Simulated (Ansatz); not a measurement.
Data:

SrTiO$_{3}$ (cubic perovskite)

```yaml
crystal:
  lattice:
    - [3.90695, 0.00000, 0.00000]
    - [0.00000, 3.90695, 0.00000]
    - [0.00000, 0.00000, 3.90695]
  atoms:
    - { symbol: Sr, position: [0.00000, 0.00000, 0.00000] }
    - { symbol: Ti, position: [0.50000, 0.50000, 0.50000] }
    - { symbol: O, position: [0.00000, 0.50000, 0.50000] }
    - { symbol: O, position: [0.50000, 0.50000, 0.00000] }
    - { symbol: O, position: [0.50000, 0.00000, 0.50000] }
```

Two-dimensional scan of atom 1 (Sr, nearest neighbour O at 2.763 Å; its periodic images, 3.9 Å or more away, move with it): u runs along (1.000, 0.000, 0.000), v along (0.000, 1.000, 0.000) (Cartesian). Cell and other atoms are fixed.

All values below come from r2SCAN (plane waves to 500 eV, PAW, scalar-relativistic; Ansatz, a program for electronic structure). k mesh 7×7×7 (Γ-centred), Fermi-Dirac smearing 0.05 eV. E stands for the smeared free energy. Points where atoms come too close for the PAW data are left out (x in tables, blank in figures). SrTiO3 is run without spin polarisation. SrTiO3 was relaxed with its symmetry unable to fall. ΔE is measured from the undisplaced structure. Axes are in Å.

The scan covers u from -0.690 to 0.690 Å in 7 points and v from -0.690 to 0.690 Å in 7 points.

Is the undisplaced position a minimum, a maximum or a saddle of this map?

A minimum.

What are the two principal curvatures of the energy at the centre?

4.0 eV/Å², isotropic.

(A displaced cell: forces are minus the slopes of the energy, force constants its curvatures, and phonons follow from these.)
